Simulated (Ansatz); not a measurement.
MgO:
```xyz
2
Lattice="2.6334 0.0000 0.0000 0.0000 2.6334 0.0000 0.0000 0.0000 2.6334" Properties=species:S:1:pos:R:3 pbc="T T T"
Mg     0.0000     0.0000     0.0000
O      1.3167     1.3167     1.3167
```

Relaxed with PBEsol. Plane-wave PAW PBEsol (Ansatz code) gives a gap of 2.47 eV.

Q: What gap does HSE06 give on the same cell (Ansatz, PAW)?

A: 4.08 eV, 1.61 eV more. The hybrid was solved on a coarser mesh and at special points; its gap is the smallest among all of these.

```tsv
k	v1 PBEsol	c1 PBEsol	v1 HSE06	c1 HSE06
Γ	-1.01	2.47	-1.08	4.08
R	-3.65	7.37	___	___
M	0.00	4.85	___	___
X	-0.56	6.92	___	___
```

Q: Top valence (v1) and lowest conduction level (c1) in eV from each method's valence maximum (which need not be a listed point): supply the withheld HSE06 values.

A: 
- R, v1 HSE06: -3.91
- R, c1 HSE06: 9.19
- M, v1 HSE06: 0.00
- M, c1 HSE06: 6.58
- X, v1 HSE06: -0.60
- X, c1 HSE06: 8.76

Cost on shared cores: the PBEsol run (SCF on a 10×10×10 mesh, then bands and DOS) roughly 6 core-seconds, the HSE06 run (SCF on 8×8×8, then a few points) around 60 core-seconds (rough); the tasks are unlike.

Space group Pm-3m (CsCl type). This is a known high-pressure phase of the composition, computed here at zero pressure and temperature. Symmetry was held in the PBEsol relaxation. At this level the phase is dynamically unstable (imaginary phonons).

Potentials: the later of the program's two PAW sets.
